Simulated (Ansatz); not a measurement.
# Ba, omega (AlB2-type): geometry optimisation

Theory: Ansatz, DFT, PBEsol, plane waves (420 eV) with PAW, scalar-relativistic. The PAW files were generated under PBE, with cores re-solved for the functional.

k-point mesh 5×5×7, Fermi-Dirac smearing 0.1 eV, no spin polarisation. Cell and atoms relax.

Starting structure:

```yaml
crystal:
  lattice:
    - [7.0686539647, 0.0, 0.0]
    - [-3.5343269823, 6.121633904, 0.0]
    - [0.0, 0.0, 4.3330848804]
  atoms:
    - { symbol: Ba, position: [0.0, 0.0, 0.0] }
    - { symbol: Ba, position: [0.3333333333, 0.6666666667, 0.5] }
    - { symbol: Ba, position: [0.6666666667, 0.3333333333, 0.5] }
hamiltonian:
  xc: pbesol
  pseudopotentials:
    kind: paw
    azcp:
      Ba: "pseudopotentials/Ba.paw.azcp"
basis:
  ecutwfc: 420
  fft_grid_basis: typed
kpoints:
  mp_grid: { grid: [5, 5, 7], shift: [0, 0, 0] }
magnetization:
  spin_polarized: false
scf:
  occupations: { method: fermi_dirac, width: 0.1 }
relax:
  max_steps: 60
  f_tol: 0.01
  cell: {}
```

Question: The pressure at the start is -0.5 GPa. By how much does the volume change?

Answer: From 62.50 to 58.65 Å³ per atom, -6.2 %. The final cell has a = 6.989 Å, c = 4.160 Å (c/a = 0.595).

Question: How much energy does the relaxation gain?

Answer: 8.7 meV per atom.

Path of the relaxation (the plane waves are chosen anew near the end, which can shift the energy a little):

```csv
step,E − E(final) (meV/atom),V (Å³/atom),P (GPa),max force (eV/Å)
0,8.71,62.500,-0.50,0.000
1,4.53,61.456,-0.38,0.000
2,0.10,58.431,0.02,0.000
3,-0.02,58.650,-0.01,0.000
4,0.00,58.650,-0.01,0.000
```
